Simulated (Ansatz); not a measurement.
In3GaSbAs3 in space group Pmm2 (No. 25; Pearson symbol oP8), PBE in the plane-wave PAW code Ansatz, all energies at zero smearing, with the estimated change up to a 700 eV cutoff added, with one set of potentials and settings (totals compare only within such a set). Cell of 8 atoms (3 In, 3 As, 1 Ga, 1 Sb): -41631.465 eV.

```
element              reference phase  E (eV/atom)
-------  ---------------------------  -----------
In       I4/mmm, 1 atoms in the cell   -5597.9156
As         R-3m, 2 atoms in the cell   -4856.1443
Ga         Cmce, 4 atoms in the cell   -3783.0259
Sb         R-3m, 2 atoms in the cell   -6484.5760
```

Formation energy per atom, worked out: (-41631.465 − 3×(-5597.9156) − 3×(-4856.1443) − 1×(-3783.0259) − 1×(-6484.5760))/8 = -0.210 eV/atom (-20 kJ per mol of atoms), at 0 K, without zero-point energy or fitted corrections.

The start of the workflow was typed in or built on a structure type; neither database checked (COD, Materials Project) lists it. Its standing as an ambient phase is unchecked. Symmetry was held in the PBE relaxation; whether a distortion lowers the energy is not shown. The references are the lowest solids computed at this level, not always the standard phases. Scalar-relativistic: spin–orbit coupling is off unless named, which matters more the heavier the elements.

Potentials: the earlier of the program's two PAW sets.
